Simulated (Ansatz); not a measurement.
Relaxed-ion elastic tensor of Sc (fcc (Cu type), Fm-3m) in GPa (Voigt order), PBEsol (plane waves, PAW; program Ansatz); density 3.17 g/cm³, 23.58 Å³ per atom.

```
72.7  44.9  44.9   0.0   0.0   0.0
44.9  72.7  44.9   0.0   0.0   0.0
44.9  44.9  72.7   0.0   0.0   0.0
 0.0   0.0   0.0  35.8   0.0   0.0
 0.0   0.0   0.0   0.0  35.8   0.0
 0.0   0.0   0.0   0.0   0.0  35.8
```

Problem. Is the crystal mechanically stable?

Solution. Yes: the smallest eigenvalue of C is 27.9 GPa.

Problem. Work out the Voigt, Reuss and Hill averages.

Solution. K_V = 54.2, K_R = 54.2, K_H = 54.2; G_V = 27.1, G_R = 22.0, G_H = 24.5 GPa.

Problem. Give Young's modulus, Poisson's ratio, Pugh's ratio and the universal anisotropy index.

Solution. E = 9KG/(3K + G) = 64.0 GPa; ν = 0.30; K/G = 2.21 (ductile by the Pugh limit of 1.75); A_U = 5G_V/G_R + K_V/K_R − 6 = 1.15.

Problem. Estimate the sound speeds and the Debye temperature.

Solution. v_l = √((K + 4G/3)/ρ) = 5240 m/s, v_t = √(G/ρ) = 2780 m/s, mean 3110 m/s; Θ = (h/k)(3n/4πV)^(1/3) v_m = 323 K.

Problem. Give the Zener ratio and Young's modulus along [100], [110] and [111].

Solution. A = 2C44/(C11 − C12) = 2.57; 1/E = S11 − 2(S11 − S12 − S44/2)Γ with Γ = 0, 1/4, 1/3 gives 38.5, 66.7, 88.1 GPa.

The workflow started from a Materials Project entry (that database holds measured and hypothetical structures alike); the Crystallography Open Database files this formula in space group No. 225, but the cells were not matched. It is not the phase usual at ambient conditions (space group No. 194). Symmetry was held in the PBEsol relaxation; whether a distortion lowers the energy is not shown. The run is not spin-polarised. As this level gives no gap, shear constants depend on the k-mesh and smearing (Fermi–Dirac, 0.1 eV here).

Potentials: the earlier of the program's two PAW sets. The files were generated under PBE; for other functionals the program regenerates the frozen cores, and for LDA and PBEsol the local potential too.
